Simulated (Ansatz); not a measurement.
Harmonic vibrational thermodynamics of Ca (bcc (W type), Im-3m) at fixed volume, PBEsol in the plane-wave PAW code Ansatz. The rows extrapolate the 0 K crystal and know nothing of melting or changes of phase.

```tsv
T (K)	F_vib (meV/atom)	S (J/K per mol of atoms)	C_V (J/K per mol of atoms)
50	19.6	6.7	11.8
100	13.1	17.9	19.9
200	-14.1	33.2	23.5
300	-53.9	42.9	24.3
400	-102.2	50.0	24.6
600	-216.8	___	___
800	___	67.1	___
1000	-493.9	___	___
```

Question: Complete the blanks.

Answer: 
- 1000, S (J/K per mol of atoms): 72.6
- 1000, C_V (J/K per mol of atoms): 24.9
- 800, C_V (J/K per mol of atoms): 24.8
- 800, F_vib (meV/atom): -348.8
- 600, C_V (J/K per mol of atoms): 24.8
- 600, S (J/K per mol of atoms): 60.0

This is a known high-temperature phase of the composition, computed here at zero pressure and temperature. The cell was relaxed with PBEsol under the symmetry of its start; phonons on a q-mesh show no instability.

Potentials: the earlier of the program's two PAW sets.
